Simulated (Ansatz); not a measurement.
# Is this SiW2 structure a true minimum?

The cell was found from a structure generator's guess, not taken from experiment.

All numbers below come from DFT PBE, scalar-relativistic, plane waves, PAW in Ansatz. Settings: cutoff 420 eV, Γ-centred mesh 12×12×18 on the computed 3-atom cell, Gaussian smearing of 0.10 eV; no spin polarisation.

The cell below (3 atoms, space group P6/mmm (No. 191)) is relaxed within its symmetry.

```
Si W
1.0
     4.55278    0.00000    0.00000
    -2.27639    3.94282    0.00000
     0.00000    0.00000    2.64495
Si W
1 2
Direct
  0.00000 0.00000 0.00000
  0.33333 0.66667 0.50000
  0.66667 0.33333 0.50000
```

For the test a repeat of it with 6 atoms (edges 2.64, 4.55, 7.89 Å) was strained at random (σ = 1.5 % a component), the atoms were moved at random (σ = 0.05 Å), and all was relaxed again on a coarse 8×6×4 mesh (in the run’s order of axes) with 0.20 eV smearing, with no symmetry imposed.

Spin–orbit coupling, which can matter for W, is left out.

**Question.** Does it come back?

**Answer.** It doesn't return. The energy falls by 683 meV/atom on that mesh, the volume changes by -3.0 %, and the end has space group P2_1/m (No. 11) at a loose tolerance. Relaxed again on a 14×10×6 mesh with 0.10 eV smearing, the new structure lies 664 meV/atom below the first (mesh in the axes of the run's cell; the cell below is made exact in the group named). Space group P2_1/m (No. 11), monoclinic, a = 2.749 Å, b = 4.190 Å, c = 8.065 Å, β = 97.2°. Around Si lie 8 W at 2.61–2.85 Å and 2 Si at 2.75 Å; around W on its first site lie 2 Si at 2.61 Å, 5 W at 2.62–2.75 Å, 1 Si at 2.85 Å and 3 W at 3.05 Å; W on its second site is surrounded by 5 Si at 2.67–2.73 Å, 3 W at 2.75 Å and 5 W at 2.98–3.05 Å.

```cif
data_structure
_symmetry_space_group_name_H-M 'P2_1/m'
_symmetry_Int_Tables_number 11
_cell_length_a 2.7488
_cell_length_b 4.1905
_cell_length_c 8.0647
_cell_angle_alpha 90.000
_cell_angle_beta 97.176
_cell_angle_gamma 90.000
_cell_volume 92.17
loop_
_atom_site_label
_atom_site_type_symbol
_atom_site_symmetry_multiplicity
_atom_site_Wyckoff_symbol
_atom_site_fract_x
_atom_site_fract_y
_atom_site_fract_z
_atom_site_occupancy
Si1 Si 2 e 0.13765 0.75000 0.76982 1
W1 W 2 e 0.19884 0.25000 0.57954 1
W2 W 2 e 0.29756 0.75000 0.10336 1
```
